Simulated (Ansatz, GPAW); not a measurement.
Given: the input of a run of Ansatz 0.2.0 on BiTe. 

Contents of input.yaml:

```yaml
crystal:
  lattice:
    - [0.0, 3.235, 3.235]
    - [3.235, 0.0, 3.235]
    - [3.235, 3.235, 0.0]
  atoms:
    - { symbol: Bi, position: [0.0, 0.0, 0.0] }
    - { symbol: Te, position: [0.5, 0.5, 0.5] }
hamiltonian:
  xc: pbesol
  pseudopotentials: { kind: paw }
kpoints:
  mp_grid: { grid: [7, 7, 7] }
scf:
  occupations: { method: fermi_dirac, width: 0.05 }
output:
  forces: true
  stress: true
  eigenvalues: true
```

Potentials or basis: Ansatz PAW.

Command:

```console
$ ansatz run input.yaml --threads 1 --pin off --max-ram 3584MiB --backend cpu --events-out ev --progress --plain --runs-dir out
```

Q: Translate it to GPAW 26.7.0 (ASE script). Potentials or basis there: PAW data sets generated for this functional, cutoff 600 eV.

A: As run (cutoffs and basis follow the program's own potentials, and thresholds, step limits or extra output files can differ):

Contents of run.py:

```python
from ase import Atoms
from ase.dft.bandgap import bandgap
from ase.io import write
from ase.units import GPa
from gpaw import GPAW, PW, setup_paths

setup_paths.insert(0, '.')

atoms = Atoms(['Bi', 'Te'],
              cell=[[0.0, 3.235, 3.235],
                    [3.235, 0.0, 3.235],
                    [3.235, 3.235, 0.0]],
              scaled_positions=[[0.0, 0.0, 0.0],
                                [0.5, 0.5, 0.5]],
              pbc=True)

calc = GPAW(mode=PW(600),
            xc='PBEsol',
            kpts={'size': (7, 7, 7), 'gamma': True},
            occupations={'name': 'fermi-dirac', 'width': 0.05},
            nbands=20,
            convergence={'density': 1e-05, 'energy': 1e-05},
            maxiter=150,
            txt='gpaw.txt')
atoms.calc = calc
energy = atoms.get_potential_energy()
forces = atoms.get_forces()
stress = atoms.get_stress()
calc.write('gs.gpw')
write('result.traj', atoms)
print(f'Energy: {energy:.6f} eV')
print('Forces (eV/A):')
print(forces.round(4))
print('Stress (GPa):', (stress / GPa).round(3))
print('Fermi level:', round(calc.get_fermi_level(), 4), 'eV')
print(f'Gap: {bandgap(calc)[0]:.4f} eV, direct: {bandgap(calc, direct=True)[0]:.4f} eV')
```

Potentials or basis: PAW data sets generated in the run's folder for this functional, pw.

Launch:

```console
$ gpaw-setup -f PBEsol Bi Te
$ OMP_NUM_THREADS=1 python run.py
```

Both were run:

|  | Ansatz | GPAW |
| --- | --- | --- |
| Pressure | -1.5 GPa | -1.8 GPa |

Ansatz's pressure holds a Pulay term of +0.03 GPa for its cutoff of 420 eV, which the other run lacks.

The potentials hold 31 and 21 valence electrons a cell.

Ansatz's potentials were made for PBE.

Where Ansatz's input types no cutoff or centring, it takes its own default and a Γ-centred mesh.

Pressure is positive in compression.
